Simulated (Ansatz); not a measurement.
ScAl (CsCl type, Pm-3m), a = 3.3696 Å, b = 3.3696 Å, c = 3.3696 Å, α = 90.00°, β = 90.00°, γ = 90.00°.

Relaxed with r²SCAN.

### Question
Which orbitals make up the states near the Fermi level in plane-wave PAW r²SCAN (Ansatz code)?

### Answer
Within 0.5 eV of the Fermi level: Sc 3d 75 %, Al 3p 13 %, Sc 4s 7 %. Projections are on Löwdin-orthogonalised atomic valence shells; empty p or d shells of many metals are not among them.

### Question
Tabulate the density of states.

### Answer
States/eV per cell of 2 atoms, in 0.25 eV bins, energy from the Fermi level.

| E (eV) | total | Sc 3d | Al 3p | Al 3s |
|---|---|---|---|---|
| -7.85 | 0.26 | 0.00 | 0.05 | 0.10 |
| -7.60 | 0.30 | 0.01 | 0.06 | 0.12 |
| -7.35 | 0.34 | 0.01 | 0.08 | 0.14 |
| -7.10 | 0.38 | 0.02 | 0.09 | 0.16 |
| -6.85 | 0.42 | 0.02 | 0.11 | 0.19 |
| -6.60 | 0.48 | 0.03 | 0.12 | 0.22 |
| -6.35 | 0.57 | 0.05 | 0.14 | 0.28 |
| -6.10 | 0.71 | 0.08 | 0.16 | 0.38 |
| -5.85 | 0.70 | 0.11 | 0.17 | 0.35 |
| -5.60 | 0.68 | 0.14 | 0.17 | 0.32 |
| -5.35 | 0.65 | 0.17 | 0.15 | 0.29 |
| -5.10 | 0.62 | 0.21 | 0.12 | 0.27 |
| -4.85 | 0.44 | 0.15 | 0.11 | 0.17 |
| -4.60 | 0.40 | 0.12 | 0.14 | 0.11 |
| -4.35 | 0.39 | 0.10 | 0.17 | 0.08 |
| -4.10 | 0.41 | 0.10 | 0.20 | 0.07 |
| -3.85 | 0.44 | 0.10 | 0.23 | 0.06 |
| -3.60 | 0.50 | 0.11 | 0.27 | 0.05 |
| -3.35 | 0.57 | 0.13 | 0.33 | 0.05 |
| -3.10 | 0.68 | 0.16 | 0.40 | 0.05 |
| -2.85 | 0.90 | 0.23 | 0.53 | 0.06 |
| -2.60 | 1.88 | 0.65 | 1.06 | 0.06 |
| -2.35 | 1.40 | 0.50 | 0.77 | 0.06 |
| -2.10 | 1.30 | 0.45 | 0.76 | 0.04 |
| -1.85 | 1.25 | 0.47 | 0.70 | 0.04 |
| -1.60 | 1.16 | 0.50 | 0.59 | 0.03 |
| -1.35 | 1.02 | 0.50 | 0.46 | 0.02 |
| -1.10 | 1.02 | 0.57 | 0.39 | 0.02 |
| -0.85 | 1.03 | 0.67 | 0.30 | 0.01 |
| -0.60 | 1.05 | 0.76 | 0.22 | 0.01 |
| -0.35 | 0.76 | 0.55 | 0.15 | 0.00 |
| -0.10 | 0.70 | 0.52 | 0.10 | 0.01 |
| 0.15 | 0.78 | 0.60 | 0.08 | 0.02 |
| 0.40 | 1.50 | 1.14 | 0.13 | 0.05 |
| 0.65 | 2.59 | 1.98 | 0.26 | 0.08 |
| 0.90 | 2.34 | 1.73 | 0.34 | 0.09 |
| 1.15 | 3.30 | 2.44 | 0.61 | 0.07 |
| 1.40 | 2.70 | 2.06 | 0.45 | 0.04 |
| 1.65 | 2.98 | 2.25 | 0.39 | 0.07 |
| 1.90 | 3.30 | 2.65 | 0.28 | 0.05 |
| 2.15 | 1.53 | 1.31 | 0.08 | 0.01 |
| 2.40 | 1.41 | 1.11 | 0.07 | 0.04 |
| 2.65 | 1.18 | 0.94 | 0.05 | 0.07 |
| 2.90 | 0.85 | 0.73 | 0.02 | 0.07 |
| 3.15 | 0.31 | 0.20 | 0.02 | 0.08 |
| 3.40 | 0.44 | 0.20 | 0.11 | 0.12 |
| 3.65 | 1.16 | 0.64 | 0.34 | 0.15 |
| 3.90 | 4.14 | 3.23 | 0.66 | 0.17 |
| 4.15 | 2.15 | 1.54 | 0.36 | 0.15 |
| 4.40 | 1.05 | 0.57 | 0.26 | 0.15 |
| 4.65 | 0.98 | 0.42 | 0.26 | 0.22 |

The workflow started from a Materials Project entry (that database holds measured and hypothetical structures alike); the Crystallography Open Database copy checked does not list it. With Sc and Al taken as one species the cell has the higher symmetry Im-3m, so it may be an ordered model of a mixed-site phase. Whether it is the stable phase at ambient conditions was not checked. The r²SCAN relaxation kept the symmetry of its start; whether a distortion lowers the energy is not shown. The run is not spin-polarised.

Potentials: the later of the program's two PAW sets.
